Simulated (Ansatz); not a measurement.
Relaxed-ion elastic tensor of GaN in space group P-6m2 (No. 187; Ga on 1a, N on 1f) in GPa (Voigt order), PBEsol (plane waves, PAW; program Ansatz); density 7.00 g/cm³, 9.94 Å³ per atom.

```
  368    122   36.3    0.0    0.0    0.0
  122    368   36.3    0.0    0.0    0.0
 36.3   36.3    627    0.0    0.0    0.0
  0.0    0.0    0.0  -69.1    0.0    0.0
  0.0    0.0    0.0    0.0  -69.1    0.0
  0.0    0.0    0.0    0.0    0.0    123
```

**Question.** Is the crystal mechanically stable?

**Answer.** No: the smallest eigenvalue of C is -69.1 GPa.

A made-up cell: these elements were put on the sites of a structure type; neither database checked (COD, Materials Project) lists it. It is not the phase usual at ambient conditions (space group No. 186, 216). The PBEsol relaxation kept the symmetry of its start. At this level the phase is dynamically unstable (imaginary phonons). As this level gives no gap, shear constants depend on the k-mesh and smearing (Fermi–Dirac, 0.1 eV here). On the denser mesh and wider smearing of the elastic run this cell carries a stress of 0.7 GPa.

Potentials: the later of the program's two PAW sets.
